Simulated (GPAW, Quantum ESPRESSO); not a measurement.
This is a calculation of ScNb for Quantum ESPRESSO 7.5. Atoms were shifted at random by some hundredths of an Å from the given cell, which wasn't relaxed again for these runs. The cell comes from a database or a generator and needn't be the stable form of this composition.

The input pw.in:

```
&CONTROL
  calculation = 'scf'
  prefix = 'pwscf'
  outdir = './tmp'
  pseudo_dir = './pseudo'
  tprnfor = .true.
  tstress = .true.
  disk_io = 'nowf'
/
&SYSTEM
  ibrav = 0
  nat = 2
  ntyp = 2
  ecutwfc = 60
  ecutrho = 440
  nbnd = 19
  occupations = 'smearing'
  smearing = 'fd'
  degauss = 0.00367493
/
&ELECTRONS
  conv_thr = 4d-10
  electron_maxstep = 120
  mixing_beta = 0.5
/
ATOMIC_SPECIES
Nb    92.9064 Nb.pbe-spn-kjpaw_psl.0.3.0.UPF
Sc    44.9559 Sc_ONCV_PBE-1.0.oncvpsp.upf
CELL_PARAMETERS angstrom
   3.0656443612    0.0000000000    0.0000000000
  -1.5328221806    2.6549258957    0.0000000000
   0.0000000000    0.0000000000    5.0721940000
ATOMIC_POSITIONS crystal
Nb     0.3385910000    0.6592000000    0.5003380000
Sc    -0.0061240000    0.0072370000    0.0001750000
K_POINTS automatic
10 10 5 0 0 0
```

Potentials or basis: SSSP 1.3 efficiency PBE.

Run with:

```sh
$ OMP_NUM_THREADS=1 pw.x -in pw.in > pw.out
```

Q: What does the same run look like in GPAW 26.7.0 (ASE script)? Potentials or basis there: GPAW PAW data sets (gpaw-data 1.2.1), cutoff 600 eV.

A: As run (cutoffs and basis follow the program's own potentials, and thresholds, step limits or extra output files can differ):

Contents of run.py:

```python
from ase.dft.bandgap import bandgap
from ase.io import read, write
from ase.units import GPa
from gpaw import GPAW, PW

atoms = read('POSCAR')

calc = GPAW(mode=PW(600),
            xc='PBE',
            kpts={'size': (10, 10, 5), 'gamma': True},
            occupations={'name': 'fermi-dirac', 'width': 0.05},
            nbands=24,
            convergence={'density': 1e-05, 'energy': 1e-05},
            maxiter=150,
            txt='gpaw.txt')
atoms.calc = calc
energy = atoms.get_potential_energy()
forces = atoms.get_forces()
stress = atoms.get_stress()
calc.write('gs.gpw')
write('result.traj', atoms)
print(f'Energy: {energy:.6f} eV')
print('Forces (eV/A):')
print(forces.round(4))
print('Stress (GPa):', (stress / GPa).round(3))
print('Fermi level:', round(calc.get_fermi_level(), 4), 'eV')
print(f'Gap: {bandgap(calc)[0]:.4f} eV, direct: {bandgap(calc, direct=True)[0]:.4f} eV')
```

Contents of POSCAR:

```
ScNb
1.0
    3.0656443612      0.0000000000      0.0000000000
   -1.5328221806      2.6549258957      0.0000000000
    0.0000000000      0.0000000000      5.0721940000
Nb Sc
1 1
Direct
    0.3385910000      0.6592000000      0.5003380000
   -0.0061240000      0.0072370000      0.0001750000
```

Potentials or basis: GPAW PAW data sets (gpaw-data 1.2.1), pw.

Run with:

```console
$ OMP_NUM_THREADS=1 python run.py
```

Both were run:

|  | Quantum ESPRESSO | GPAW |
| --- | --- | --- |
| Pressure | -0.1 GPa | -0.5 GPa |
| Energy over the undisturbed cell | 0.7 meV/atom | 0.7 meV/atom |

Pressure is positive in compression.
